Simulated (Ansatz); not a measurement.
## 6 guesses for Si₅Se and where they end

Computed with Ansatz 0.2.0, DFT PBE, scalar-relativistic, plane waves, PAW. All cells share a 420 eV cutoff and Γ-centred k meshes spaced at most about 0.3 Å⁻¹ (about 0.25 or finer for metals, 2π included). No spin polarisation in the final relaxations.

Each guess was relaxed in cell and atoms at zero pressure, within the symmetry of its start. All energies are static (0 K, no zero-point motion). Coordination counts Si atoms around Se (those within 1.25 times the shortest such distance or 1.15 times the sum of covalent radii; a plus sign parts nearer from farther groups; the shortest distance is added where it exceeds 1.18 times the sum of covalent radii).

```
guess    made from  start group  V start (Å³/atom)  end group  V end (Å³/atom)  coordination at the end  gap on mesh (eV)  E over the lowest end (meV/atom)
    1   Be5Pt type        F-43m               17.6          ?                ?                        ?                 ?                                 ?
    2   DyZn5 type       P6/mmm               17.3     P6/mmm             16.8       Se 6+12 from 2.9 Å                 0                                53
    3   Hf5Pb type       P4/mmm               18.4     P4/mmm             17.3          Se 8 from 3.9 Å                 0                                 0
    4  random cell        P-62m               19.9      P-62m             22.9                     Se 6                 0                                64
    5  random cell       P6/mmm               16.7     P6/mmm             24.6      Se 12+12 from 4.3 Å                 0                               189
    6  random cell       P6/mmm               17.4     P6/mmm             24.7                     Se 2                 0                                80
```

Guess 1 as it starts:

Space group F-43m (No. 216). a = 7.503 Å, b = 7.503 Å, c = 7.503 Å, α = 90.00°, β = 90.00°, γ = 90.00°
```json
{"atom": "Si", "site": "4d", "symmetry": "-43m", "x": "0.2500", "y": "0.2500", "z": "0.7500"}
{"atom": "Si", "site": "16e", "symmetry": ".3m", "x": "0.3757", "y": "0.1243", "z": "0.1243"}
{"atom": "Se", "site": "4a", "symmetry": "-43m", "x": "0.0000", "y": "0.0000", "z": "0.0000"}
```

Question: Fill in the missing row: what does this guess relax into, and where does it rank?

Answer: It ends in space group F-43m (No. 216), with a = 7.331 Å, 16.4 Å³/atom and no gap. It lies 122 meV/atom over the lowest end, above guess 6 and below guess 5. Counting Si atoms around Se, this end has Se 16 from 3.0 Å and the lowest (guess 3) has Se 8 from 3.9 Å. The lowest (guess 3) holds Se–Se nets (shortest 2.60 Å); in this end the shortest Se–Se distance is 5.18 Å.

```
CELL_PARAMETERS angstrom
0.00000 3.66553 3.66553
3.66553 0.00000 3.66553
3.66553 3.66553 0.00000
ATOMIC_POSITIONS crystal
Si 0.75000 0.75000 0.75000
Si 0.87483 0.37506 0.37506
Si 0.37506 0.37506 0.37506
Si 0.37506 0.87483 0.37506
Si 0.37506 0.37506 0.87483
Se 0.00000 0.00000 0.00000
```

Formation energies are uncorrected and refer to the elements' standard structures at the same level.

Question: Is the lowest end bound against the elements?

Answer: No: its formation energy is +0.51 eV/atom. It can't be a ground state, since the elements alone are lower.

The k mesh leaves some 4 meV/atom of noise in the energy of each metallic cell. Weakly bound directions are ill-defined at this level, which has no dispersion term (P4/mmm), and this can change margins and order among such cells. A magnetic state wasn't ruled out in cells without spin, among them P6/mmm at 24.6 Å³/atom. The reference form of Se is held partly by dispersion forces, which this level lacks. Cells relaxed within their symmetry can be saddle points. A lower structure may well exist outside this small set. Some structure types and database cells were kept out of the candidates from the start, so a known form may be missing.
